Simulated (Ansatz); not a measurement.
ZnPt:
```
CELL_PARAMETERS angstrom
      2.85490     0.00000     0.00000
      0.00000     2.85490     0.00000
      0.00000     0.00000     3.47064
ATOMIC_POSITIONS crystal
  Pt 0.00000 0.00000 0.00000
  Zn 0.50000 0.50000 0.50000
```

Relaxed with r²SCAN.

Task: Map the valence electron density (e/Å³), cut off at 6 on the plane through (0.000, 0.000, 0.000) spanned by u = [1, 0, 0] and v = [0, 1, 1] in lattice vectors, from DFT-r²SCAN in the program Ansatz with PAW potentials.

Result: x is the fraction of u, y of v (the angle between them is 90°; rows are the nearest grid lines); atoms in the plane: Pt at (0.00, 0.00), Zn at (0.50, 0.50).
```
|99995100000159999|
|99994100000149999|
|99963100000136999|
|87531000000013578|
|32210000000001223|
|00000000000000000|
|00000000000000000|
|00000000000000000|
|00000012221000000|
|00000149994100000|
|00001399999310000|
|00001599999510000|
|00001399999310000|
|00000149994100000|
|00000012221000000|
|00000000000000000|
|00000000000000000|
|00000000000000000|
|32210000000001223|
|87531000000013578|
|99963100000136999|
|99994100000149999|
|99995100000159999|
```
Scale: ten equal steps from 0.176 (start of '0') to 6.00 (end of '9'), in the order '0123456789'; x runs from 0.000 to 1.00, y from 0.000 (bottom) to 1.00 (top).

The density is the valence pseudo-density with augmentation charge, so density and ELF within about 1 Å of a nucleus are not all-electron values.

Space group P4/mmm (L1₀ or tetragonal B2). The workflow started from an entry of the Crystallography Open Database (COD). Its standing as an ambient phase is unchecked. Symmetry was held in the r²SCAN relaxation; whether a distortion lowers the energy is not shown. The run is not spin-polarised. Spin–orbit coupling is left out wherever it is not named.

Potentials: the later of the program's two PAW sets.
